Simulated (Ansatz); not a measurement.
The start is a relaxed Pt cell, doubled along one cell vector, shaken by Gaussian noise of σ = 0.08 Å a coordinate. The cell and all atomic positions are relaxed at zero pressure with PBEsol (plane waves to 420 eV, PAW, scalar-relativistic; Ansatz, a program for electronic structure). First-step values are on the input's coarse k-mesh.

Ansatz input (later rounds restart from its end on a renewed k-mesh):
Ansatz 0.2 input:
```yaml
crystal:
  lattice:
    - [-3.3526095348, 3.3526095348, 2.704534685]
    - [1.6763047674, -1.6763047674, 1.3522673425]
    - [1.6763047674, 1.6763047674, -1.3522673425]
  atoms:
    - { symbol: Pt, position: [-0.0043815145, 0.0350457592, 0.0435024599] }
    - { symbol: Pt, position: [0.504368303, -0.0068430039, 0.0047812153] }
basis: { ecutwfc: 420, ecutrho_ratio: 4, xc_grid: 2, fft_grid_basis: typed }
kpoints: { mp_grid: { grid: [8, 15, 14] } }
hamiltonian:
  xc: pbesol
  dispersion: none
  pseudopotentials: { kind: paw }
scf: { occupations: { method: fermi_dirac, width: 0.05 } }
relax: { f_tol: 0.01, max_steps: 100, cell: { stress_tol: 0.02 } }
output: { forces: true, stress: true }
```

Q: How much energy is released per atom?

A: 0.05 eV/atom.

Q: Is the parent structure recovered?

A: The parent structure is recovered, I4/mmm (No. 139).

Q: How do the shortest distances between atoms change?

A: The closest pairs of elements (up to four, under 3.6 Å), start → end: Pt–Pt 2.60 → 2.70 Å.

Q: What band gap does the relaxed structure have at this level?

A: Zero (metallic).

Relaxed structure:

Space group I4/mmm (No. 139); a = b = 3.3526 Å, c = 2.7045 Å, α = β = γ = 90.00°

| atom | site | symmetry | x | y | z |
|---|---|---|---|---|---|
| Pt | 2b | 4/mmm | 0.0000 | 0.0000 | 0.5000 |
(The calculation used a cell of 1 atom; values per cell refer to that cell.)

Final values are on a 22×22×22 k-mesh of the relaxed cell. No spin polarisation in the result.

The run could not lose the symmetry of its start, so the end can be a saddle point.

The relaxed structure here is a generated cell of Pt: the first start was made by placing the elements on the sites of a structure type, and the end was not matched to a known phase here, so it may be hypothetical. Known forms of Pt include space group No. 225.
